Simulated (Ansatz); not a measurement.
Ni (fcc, Cu type)

```xyz
4
Lattice="3.5184 0.0000 0.0000 0.0000 3.5184 0.0000 0.0000 0.0000 3.5184" Properties=species:S:1:pos:R:3 pbc="T T T"
Ni     0.0000     0.0000     0.0000
Ni     1.7592     1.7592     0.0000
Ni     1.7592     0.0000     1.7592
Ni     0.0000     1.7592     1.7592
```

In this cell atom 3 (Ni, nearest neighbour Ni at 2.488 Å; its periodic images, 3.5 Å or more away, move with it) is moved by s along Cartesian z, unit vector (0.000, 0.000, 1.000); all other atoms and the cell stay fixed.

Level of theory: PBE (plane waves to 420 eV, PAW, scalar-relativistic; Ansatz, a quantum-chemistry and plane-wave program). k mesh 11×11×11 (Γ-centred), Fermi-Dirac smearing 0.05 eV. Energies are smeared free energies. With partly filled bands, energies and forces of such displacements shift with the k mesh and the smearing. On this mesh the relaxed cell isn't quite at rest: it carries a pressure of 0.1 GPa (compression positive) at the zero of the scan. Ni was relaxed with its symmetry unable to fall. Relaxed Ni ends ferromagnetic. The magnetic order is the one the run started from; other orders were not tried. The zero of ΔE is the undisplaced structure. The last digit holds for this mesh only.

```tsv
s (Å)	ΔE (meV/cell)
-0.500	withheld
-0.400	776.3
-0.300	427.5
-0.200	186.9
-0.100	46.2
0.000	0.0
0.100	46.2
0.200	186.9
0.300	427.5
0.400	776.3
0.500	withheld
```

Fit an even polynomial form (powers 2, 4) to the given rows and predict ΔE at s = -0.500.

Least squares on the 9 given rows: ΔE = (4616)·s² + (1474)·s⁴, in meV/cell with s in Å; root-mean-square residual 0.09 meV/cell. At -0.500 the fit gives 1246.1 meV/cell; the calculation gives 1243.4 meV/cell, so the extrapolation is off by 2.7 (+0.2 %). The quadratic term alone would give 1154.0 meV/cell.

(A displaced cell: forces are minus the slopes of the energy, force constants its curvatures, and phonons follow from these.)
